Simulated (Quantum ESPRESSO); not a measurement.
Simulation results for AlSi2PC4 (made-up cell)

Computed with Quantum ESPRESSO 7.5. Calculation on a made-up crystal cell, not a measurement: periodic Kohn-Sham density functional theory in plane waves with PseudoDojo standard norm-conserving scalar-relativistic pseudopotentials, each functional with its own files (v0.5 for PBE, v0.4.1 for LDA and PBEsol), no spin polarisation, no spin-orbit coupling, atoms not relaxed, stress positive in tension, energies less a fixed whole-eV offset for each atom's element; levels are Kohn-Sham levels at fractions of this cell's reciprocal vectors, counted from the reference band (half the neutral cell's valence electrons, rounded up) at Gamma; error bars cover cutoff and k-mesh only, not smearing or the files; added strain carries the atoms with the cell, and shear is the tensor component; each bar is the largest change over components, and at least 0.002 eV, 0.002 eV per angstrom or 0.02 GPa; energies are for the whole cell, and the offsets were chosen from early runs and are not element reference energies.

```json
{"formula": "AlSi2PC4", "kind": "made-up cell", "unstrained_structure": {"cell_angstrom": [[3.1772, -0.0415, -0.0083], [-0.0719, 5.4548, 0.0485], [-0.0136, 0.0457, 5.218]], "atoms_fractional": [["Si", 0.01129, 0.01224, -4e-05], ["Si", 0.52536, 0.49842, -0.01869], ["Al", 0.4838, 0.16891, 0.49943], ["P", 0.02218, 0.66982, 0.5164], ["C", -0.01182, -0.00276, 0.37086], ["C", 0.51777, 0.49148, 0.36898], ["C", 0.50946, 0.15656, 0.88228], ["C", 0.00736, 0.66466, 0.88922]]}, "given": {"lattice_type": "wurtzite", "functional": "pbe", "cutoff [eV]": 1116, "fermi_dirac_smearing [eV]": 0.025, "scf_tolerance [eV]": 1e-07, "electrons_removed": 0, "added_strain_kind": "biaxial xx and yy", "added_strain": 0.0144, "k_mesh": "6 x 4 x 4, shifted by half a step", "structure_shown": "before the added strain of 0.0144", "atom_site": [1, 2, 3, 4, 5, 6, 7, 8], "atom_energy_offset [eV]": [-115, -115, -64, -189, -163, -163, -163, -163]}, "results": {}}
```

To be estimated
1. Give the missing pressure for AlSi2PC4 (made-up cell).

## Answers
1. -12.43 GPa

Further results for AlSi2PC4 (made-up cell):

```
free energy less offsets : -1.413 eV
smearing term minus ts   : 0 eV
scf iterations           : 13
stress xx                : 13.67 GPa
stress yy                : 11.59 GPa
stress zz                : 12.04 GPa
stress yz                : 3.063 GPa
stress xz                : 0.1001 GPa
stress xy                : -6.118 GPa
error bar energy         : 0.002 eV
error bar stress         : 0.1454 GPa
error bar force          : 0.00852 eV/Å
error bars from          : tighter rerun of a related cell
```

Forces:
| site | x (eV/Å) | y (eV/Å) | z (eV/Å) |
| --- | --- | --- | --- |
| 1 | -0.3933 | -0.9505 | 1.12 |
| 2 | -1.258 | -1.345 | 1.821 |
| 3 | 0.6585 | -1.942 | 0.1175 |
| 4 | -0.6964 | 1.222 | -2.485 |
| 5 | 0.05121 | -2.253 | 0.3552 |
| 6 | 0.11 | 3.142 | 0.517 |
| 7 | 0.2507 | 1.534 | 0.5988 |
| 8 | 1.277 | 0.5931 | -2.044 |
